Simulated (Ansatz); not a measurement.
Relaxed Pt (fcc, Cu type):

```
Pt
1.0
    3.97027     0.00000     0.00000
    0.00000     3.97027     0.00000
    0.00000     0.00000     3.97027
Pt
4
Direct
  0.00000   0.00000   0.00000
  0.50000   0.50000   0.00000
  0.50000   0.00000   0.50000
  0.00000   0.50000   0.50000
```

In each cell atom 3 (Pt, nearest neighbour Pt at 2.807 Å; its periodic images, 4.0 Å or more away, move with it) moves by s·(-0.707, -0.707, 0.000) (towards the nearest neighbour), the rest being held.

The numbers are results of PBE (plane waves to 420 eV, PAW, scalar-relativistic; Ansatz, a quantum-chemistry and plane-wave program), not measurements. k mesh 10×10×10 (Γ-centred), Fermi-Dirac smearing 0.05 eV. With partly filled bands, energies and forces of such displacements shift with the k mesh and the smearing. F∥ is the force on the atom along that direction. Pt is run without spin polarisation. Pt was relaxed with its symmetry unable to fall. Spin-orbit coupling is left out, though Pt is heavy. 

```json
[
 {"s (Å)": "-0.560", "F∥ (eV/Å)": "9.553"},
 {"s (Å)": "-0.448", "F∥ (eV/Å)": "6.339"},
 {"s (Å)": "-0.336", "F∥ (eV/Å)": "4.156"},
 {"s (Å)": "-0.224", "F∥ (eV/Å)": "2.596"},
 {"s (Å)": "-0.112", "F∥ (eV/Å)": "1.267"},
 {"s (Å)": "0.000", "F∥ (eV/Å)": "0.000"},
 {"s (Å)": "0.112", "F∥ (eV/Å)": "-1.267"},
 {"s (Å)": "0.224", "F∥ (eV/Å)": "-2.596"},
 {"s (Å)": "0.336", "F∥ (eV/Å)": "-4.156"},
 {"s (Å)": "0.448", "F∥ (eV/Å)": "-6.339"},
 {"s (Å)": "0.560", "F∥ (eV/Å)": "-9.553"}
]
```

Q: What is the force constant k = d²E/ds² of this move at s = 0?

A: 11.2 eV/Å². The forces along the line at the two nearest points give (1.267 − (-1.267)) / (2·0.112) = 11.31 eV/Å²; the next pair corrects for the finite step.

(For displaced atoms, the force is minus the slope of the energy, and its curvature is a force constant, which sets phonon frequencies.)
